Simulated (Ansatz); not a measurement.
The elements of this relaxed trial crystal are hidden behind letters.

```
lattice vectors (Å)
  -2.0291    2.0291   14.3466
   2.0291   -2.0291   14.3466
   2.0291    2.0291  -14.3466
fractional positions
X 0.9001 0.9001 0.0000
X 0.0999 0.0999 0.0000
Z 0.5000 0.5000 0.0000
Z 0.6999 0.6999 0.0000
Z 0.3001 0.3001 0.0000
Q 0.4497 0.9497 0.5000
Q 0.0503 0.5503 0.5000
Q 0.6496 0.1496 0.5000
Q 0.2500 0.7500 0.5000
Q 0.8504 0.3504 0.5000
```

Theory: DFT PBE, scalar-relativistic, plane waves, PAW (Ansatz). Cutoff 420 eV, Γ-centred 10×10×10 mesh (10-atom cell), Gaussian smearing of 0.02 eV, no spin polarisation.

| Quantity | Value |
| --- | --- |
| Space group | I-4m2 (No. 119) |
| Conventional cell | a = 4.058 Å, c = 28.693 Å |
| Volume per atom | 23.63 Å³ |
| Density | 4.48 g/cm³ |
| Energy over the elements | −0.404 eV/atom |
| Gap on the 10×10×10 mesh of the 10-atom cell | 0.73 eV |

Energies are uncorrected and count from the elements' standard states at the same level.

**Question.** X is a p-block element of period 3, Z is a p-block element of period 4 and Q is a p-block element of period 4. Which elements are they?

**Answer.** X = Al, Z = Ga, Q = As, so the formula is Al2Ga3As5. Density times volume gives a mean mass of 4.48 × 23.63/1.6605 = 63.8 u per atom, and this set has 63.8 u. Al is surrounded by 4 As at 2.48 Å; Ga on a site of symmetry -4m2 is surrounded by 4 As at 2.49 Å; As on a site of symmetry 2mm has 2 Al at 2.48 Å and 2 Ga at 2.49 Å; 3 more sites not described. Other sets within the hints have nearly the same mass, so mass alone doesn't settle it; this one was computed.

Kohn–Sham gaps at this level usually fall short of measured ones. A structure relaxed within its symmetry needn't be a true minimum.
